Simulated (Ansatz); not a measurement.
C₈H₄FeN₆Ni:
```xyz
20
Lattice="6.7056 0.0000 0.0000 0.0000 6.9083 0.0000 0.0000 0.0000 6.9300" Properties=species:S:1:pos:R:3 pbc="T T T"
Fe     0.0000     0.0000     0.0000
Ni     0.0000     3.4541     3.4650
N      0.0000     1.3342     1.3361
C      0.0000     2.1548     2.1680
N      0.0000     1.3342     5.5939
C      0.0000     2.1548     4.7620
N      0.0000     5.5740     1.3361
C      0.0000     4.7534     2.1680
N      0.0000     5.5740     5.5939
C      0.0000     4.7534     4.7620
N      4.7547     0.0000     0.0000
N      1.9509     0.0000     0.0000
C      4.0443     1.1480     0.0000
H      4.6100     2.0751     0.0000
C      4.0443     5.7603     0.0000
H      4.6100     4.8332     0.0000
C      2.6614     1.1480     0.0000
H      2.0956     2.0751     0.0000
C      2.6614     5.7603     0.0000
H      2.0956     4.8332     0.0000
```

Relaxed with PBE+D3(BJ). Special points in fractions of this cell's reciprocal vectors: Γ (0.000, 0.000, 0.000); X (0.500, 0.000, 0.000); S (0.500, 0.500, 0.000); Y (0.000, 0.500, 0.000); Z (0.000, 0.000, 0.500); U (0.500, 0.000, 0.500); R (0.500, 0.500, 0.500); T (0.000, 0.500, 0.500).

List the band energies nearest the valence-band maximum at these points for plane-wave PAW PBE+D3(BJ) (Ansatz code).

In eV from the valence-band maximum; about four levels below and three above (degenerate sets whole), none deeper than 8.9 eV; points with the same levels are listed once.

```json
[
 {"k": "Γ", "below": "-0.95 -0.19 -0.17 -0.15", "above": "1.07 2.04 2.26"},
 {"k": "X", "below": "-0.93 -0.59 -0.19 -0.15", "above": "1.64 2.02 2.04"},
 {"k": "S", "below": "-0.92 -0.81 -0.55 -0.17", "above": "1.69 2.33 2.60"},
 {"k": "Y", "below": "-0.94 -0.56 -0.27 -0.18", "above": "1.13 2.54 2.58"},
 {"k": "Z", "below": "-0.94 -0.46 -0.30 -0.18", "above": "1.04 2.43 2.60"},
 {"k": "U", "below": "-1.07 -0.92 -0.29 -0.18", "above": "1.62 2.36 2.62"},
 {"k": "R", "below": "-0.94 -0.58 -0.16 0.00", "above": "1.69 2.25 2.32"},
 {"k": "T", "below": "-0.95 -0.16 -0.15 0.00", "above": "1.11 2.27 2.28"}
]
```

Space group Pmmm. A made-up cell: these elements were put on the sites of a structure type; neither database checked (COD, Materials Project) lists it. Its standing as an ambient phase is unchecked. Symmetry was held in the PBE+D3(BJ) relaxation; whether a distortion lowers the energy is not shown. No spin polarisation was allowed.

Potentials: the later of the program's two PAW sets.
